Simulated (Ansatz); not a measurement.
In$_{2}$SeS:
```
In2SeS
1.0
    4.00903     0.00000     0.00000
   -2.00452     3.47193     0.00000
    0.00000     0.00000     9.21747
In Se S
2 1 1
Direct
  0.00000   0.00000   0.44943
  0.33333   0.66667   0.02460
  0.33333   0.66667   0.58551
  0.00000   0.00000   0.18845
```

Relaxed with PBEsol. Special points in fractions of this cell's reciprocal vectors: Γ (0.000, 0.000, 0.000); M (0.500, 0.000, 0.000); K (0.333, 0.333, 0.000); A (0.000, 0.000, 0.500); L (0.500, 0.000, 0.500); H (0.333, 0.333, 0.500).

Question: List the band energies nearest the valence-band maximum at these points for PBEsol with spin–orbit coupling (plane waves, PAW; program Ansatz).

Answer: In eV from the valence-band maximum; about four levels below and three above (degenerate sets whole), none deeper than 8.9 eV; points with the same levels are listed once.

| k | below | above |
|---|---|---|
| Γ | -1.36 -1.36 -1.26 -1.26 | 0.89 0.89 2.58 2.58 |
| M | -1.93 -1.93 -0.61 -0.61 | 1.08 1.08 2.06 2.06 |
| K | -2.90 -2.84 -0.02 0.00 | 1.69 1.76 1.76 |
| A | -1.27 -1.27 -0.85 -0.85 | 0.37 0.37 2.34 2.34 |
| L | -1.95 -1.95 -0.85 -0.85 | 0.70 0.70 2.20 2.20 |
| H | -2.71 -2.65 -0.39 -0.36 | 1.41 1.53 2.05 |

Space group P3m1. The start of the workflow was typed in or built on a structure type; neither database checked (COD, Materials Project) lists it. Whether it is the stable phase at ambient conditions was not checked. Symmetry was held in the PBEsol relaxation. At this level the phase is mechanically unstable.

Potentials: the earlier of the program's two PAW sets. The files were generated under PBE; for other functionals the program regenerates the frozen cores, and for LDA and PBEsol the local potential too.
